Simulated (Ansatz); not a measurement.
# Ge, omega (AlB2-type): geometry optimisation

Theory: Ansatz 0.2.0, DFT, r2SCAN, plane waves (500 eV) with PAW, scalar-relativistic. (PAW data from PBE, frozen cores regenerated.)

k-point mesh 8×8×11, Fermi-Dirac smearing 0.1 eV, no spin polarisation. Cell and atoms relax.

Starting structure:

```cif
data_structure
_symmetry_space_group_name_H-M 'P 1'
_symmetry_Int_Tables_number 1
_cell_length_a 4.7727
_cell_length_b 4.7727
_cell_length_c 2.9257
_cell_angle_alpha 90.000
_cell_angle_beta 90.000
_cell_angle_gamma 120.000
_cell_volume 57.72
loop_
_atom_site_label
_atom_site_type_symbol
_atom_site_fract_x
_atom_site_fract_y
_atom_site_fract_z
_atom_site_occupancy
Ge1 Ge 0.00000 0.00000 0.00000 1
Ge2 Ge 0.33333 0.66667 0.50000 1
Ge3 Ge 0.66667 0.33333 0.50000 1
```

Question: The pressure at the start is -1.0 GPa. By how much does the volume change?

Answer: From 19.24 to 18.80 Å³ per atom, -2.3 %. The final cell has a = 4.878 Å, c = 2.736 Å (c/a = 0.561).

Question: How much energy does the relaxation gain?

Answer: 27.7 meV per atom.

Path of the relaxation (the plane waves are chosen anew near the end, which can shift the energy a little):

```csv
step,E − E(final) (meV/atom),V (Å³/atom),P (GPa),max force (eV/Å)
0,27.72,19.238,-0.97,0.000
1,7.84,18.734,0.42,0.000
2,1.00,18.935,-0.49,0.000
3,0.08,18.845,-0.18,0.000
4,-0.05,18.769,0.10,0.000
5,-0.05,18.796,0.00,0.000
6,0.00,18.796,0.00,0.000
```
